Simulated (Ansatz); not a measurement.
**Relaxing a structure of Pd**

The start is a generated trial cell of Pd in the omega structure type. Cell shape, volume and atoms are optimised at zero target pressure with PBEsol (plane waves to 420 eV, PAW, scalar-relativistic; Ansatz, an electronic-structure program). The first steps use a coarse 9×9×12 k-mesh.

The start:
```
Pd
1.0
    4.36166     0.00000     0.00000
   -2.18083     3.77731     0.00000
    0.00000     0.00000     2.65284
Pd
3
Direct
  0.00000   0.00000   0.00000
  0.33333   0.66667   0.50000
  0.66667   0.33333   0.50000
```

```yaml
outcome: The space group stays P6/mmm (No. 191) (the run could not lower it), with 3 atoms in the primitive cell
energy_released: 0.01 eV/atom
volume_change: +2.1 %, from 14.57 to 14.88 Å³/atom
Shortest distances (start → end): "The closest pairs of elements (up to four, under 3.6 Å), start → end: Pd–Pd 2.52 → 2.56 Å"
band_gap_at_the_end: zero (metallic)
optimiser_moves: 6
```

It ends as:

Space group P6/mmm (No. 191); a = 4.4264 Å, b = 4.4264 Å, c = 2.6306 Å, α = 90.00°, β = 90.00°, γ = 120.00°

```json
[
 {"atom": "Pd", "site": "1a", "symmetry": "6/mmm", "x": "0.0000", "y": "0.0000", "z": "0.0000"},
 {"atom": "Pd", "site": "2d", "symmetry": "-6m2", "x": "0.3333", "y": "0.6667", "z": "0.5000"}
]
```

Final values are on a 12×12×18 k-mesh of the relaxed cell. No spin polarisation in the result.

The run could not lose the symmetry of its start, so the end can be a saddle point.

All atoms sit on sites fixed by symmetry, so only the cell could relax.

The relaxed structure here is a generated cell of Pd: the first start was made by placing the elements on the sites of a structure type, and the end was not matched to a known phase here, so it may be hypothetical. Known forms of Pd include space group No. 225.
